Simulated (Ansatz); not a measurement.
Y2MgSi2:
```yaml
crystal:
  lattice:
    - [7.18527, 0.00000, 0.00000]
    - [0.00000, 7.18527, 0.00000]
    - [0.00000, 0.00000, 4.21641]
  atoms:
    - { symbol: Y, position: [0.67885, 0.17885, 0.50000] }
    - { symbol: Y, position: [0.32115, 0.82115, 0.50000] }
    - { symbol: Y, position: [0.82115, 0.67885, 0.50000] }
    - { symbol: Y, position: [0.17885, 0.32115, 0.50000] }
    - { symbol: Mg, position: [0.00000, 0.00000, 0.00000] }
    - { symbol: Mg, position: [0.50000, 0.50000, 0.00000] }
    - { symbol: Si, position: [0.11735, 0.61735, 0.00000] }
    - { symbol: Si, position: [0.88265, 0.38265, 0.00000] }
    - { symbol: Si, position: [0.38265, 0.11735, 0.00000] }
    - { symbol: Si, position: [0.61735, 0.88265, 0.00000] }
```

Relaxed with r²SCAN. Special points in fractions of this cell's reciprocal vectors: Γ (0.000, 0.000, 0.000); X (0.000, 0.500, 0.000); M (0.500, 0.500, 0.000); Z (0.000, 0.000, 0.500); R (0.000, 0.500, 0.500); A (0.500, 0.500, 0.500).

Problem. List the band energies nearest the Fermi level at these points for the program Ansatz at the r²SCAN level (PAW).

Solution. In eV from the Fermi level; about four levels below and three above (degenerate sets whole), none deeper than 8.9 eV; points with the same levels are listed once.

```
k                    below                above
-  -----------------------  -------------------
Γ  -0.95 -0.55 -0.55 -0.44       0.20 0.20 0.35
X  -0.46 -0.46 -0.28 -0.28  1.75 1.75 2.26 2.26
M  -0.69 -0.69 -0.07 -0.07  2.09 2.09 2.25 2.25
Z  -2.29 -2.29 -1.09 -0.52       0.52 1.27 1.27
R  -1.52 -1.52 -1.16 -1.16  1.28 1.28 1.38 1.38
A  -1.90 -1.90 -1.16 -1.16  0.93 0.93 1.66 1.66
```

Space group P4/mbm. The first step of the workflow began from a Materials Project structure, measured or hypothetical; the Crystallography Open Database copy checked does not list it. Whether it is the stable phase at ambient conditions was not checked. The r²SCAN relaxation kept the symmetry of its start; whether a distortion lowers the energy is not shown. No spin polarisation was allowed. Spin–orbit coupling is left out wherever it is not named.

Potentials: the later of the program's two PAW sets.
